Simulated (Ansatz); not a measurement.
ScCuO$_{2}$:
```cif
data_Cu3O6Sc3
_chemical_formula_sum 'Sc3 Cu3 O6'
_space_group_name_H-M_alt 'R-3m :H'
_space_group_IT_number 166
_space_group_name_Hall '-R 3 2"'
_cell_length_a 3.21569
_cell_length_b 3.21569
_cell_length_c 17.03213
_cell_angle_alpha 90.000
_cell_angle_beta 90.000
_cell_angle_gamma 120.000
loop_
_atom_site_label
_atom_site_type_symbol
_atom_site_symmetry_multiplicity
_atom_site_Wyckoff_symbol
_atom_site_fract_x
_atom_site_fract_y
_atom_site_fract_z
_atom_site_occupancy
Sc1 Sc 3 b 0.00000 0.00000 0.50000 1
Cu1 Cu 3 a 0.00000 0.00000 0.00000 1
O1 O 6 c 0.00000 0.00000 0.10696 1
```
(The calculation used a cell of 4 atoms; values per cell refer to that cell.)

Relaxed with r²SCAN.

Task: Which orbitals make up the states near the band edges in r²SCAN in the plane-wave PAW code Ansatz?

Result: Top 1 eV of the valence band: Cu 3d 78 %, O 2p 15 %. Bottom 1 eV of the conduction band: Sc 3d 52 %, Cu 4s 14 %, O 2p 8 %, Cu 3d 7 %, outside the projected shells 13 %. Projections are on Löwdin-orthogonalised atomic valence shells; empty p or d shells of many metals are not among them.

Task: Tabulate the density of states.

Result: States/eV per cell of 4 atoms, in 0.25 eV bins, energy from the valence-band maximum.

```tsv
E (eV)	total	O 2p	Cu 3d	Sc 3d
-7.00	0.00	0.00	0.00	0.00
-6.75	0.15	0.10	0.01	0.02
-6.50	0.40	0.27	0.03	0.05
-6.25	1.16	0.79	0.13	0.13
-6.00	2.97	2.03	0.33	0.33
-5.75	2.99	2.10	0.35	0.28
-5.50	0.92	0.68	0.10	0.07
-5.25	3.75	2.82	0.30	0.41
-5.00	3.52	2.64	0.30	0.38
-4.75	2.98	2.20	0.27	0.37
-4.50	5.23	3.84	0.53	0.68
-4.25	5.08	3.81	0.56	0.52
-4.00	3.21	2.50	0.28	0.28
-3.75	3.98	3.13	0.47	0.22
-3.50	5.94	4.78	0.75	0.21
-3.25	3.84	3.11	0.49	0.13
-3.00	1.38	1.09	0.18	0.05
-2.75	0.48	0.35	0.09	0.01
-2.50	0.44	0.17	0.17	0.01
-2.25	0.53	0.11	0.27	0.01
-2.00	0.89	0.09	0.58	0.02
-1.75	4.12	0.13	3.65	0.04
-1.50	4.43	0.08	4.24	0.02
-1.25	5.24	0.10	4.98	0.02
-1.00	7.76	0.59	6.83	0.19
-0.75	11.00	1.97	8.51	0.30
-0.50	2.25	0.42	1.60	0.05
-0.25	1.85	0.22	1.32	0.04
0.00	1.49	0.19	1.07	0.03
0.25	0.00	0.00	0.00	0.00
0.50	0.00	0.00	0.00	0.00
0.75	0.00	0.00	0.00	0.00
1.00	0.00	0.00	0.00	0.00
1.25	0.00	0.00	0.00	0.00
1.50	0.00	0.00	0.00	0.00
1.75	0.00	0.00	0.00	0.00
2.00	0.00	0.00	0.00	0.00
2.25	0.00	0.00	0.00	0.00
2.50	0.14	0.01	0.00	0.08
2.75	0.92	0.06	0.03	0.50
3.00	2.00	0.15	0.14	0.98
3.25	3.28	0.28	0.26	1.67
3.50	1.86	0.17	0.12	1.09
3.75	3.54	0.28	0.12	2.51
4.00	4.75	0.49	0.16	3.22
4.25	4.99	0.60	0.11	3.74
4.50	5.17	0.45	0.07	4.11
4.75	3.76	0.12	0.01	3.24
5.00	1.12	0.03	0.01	0.59
5.25	0.45	0.01	0.00	0.14
5.50	0.01	0.00	0.00	0.00
5.75	0.12	0.00	0.00	0.06
6.00	1.60	0.11	0.01	0.87
6.25	4.17	0.46	0.02	2.70
6.50	4.38	0.59	0.01	2.89
6.75	5.83	1.16	0.03	4.04
7.00	0.59	0.08	0.01	0.23
7.25	0.90	0.11	0.02	0.23
```

The workflow started from a Materials Project entry (that database holds measured and hypothetical structures alike); the Crystallography Open Database files this formula in space group No. 166, but the cells were not matched. Its standing as an ambient phase is unchecked. The r²SCAN relaxation kept the symmetry of its start; its stability against distortions is not shown here. No spin polarisation was allowed. No Hubbard U is applied.

Potentials: the later of the program's two PAW sets.
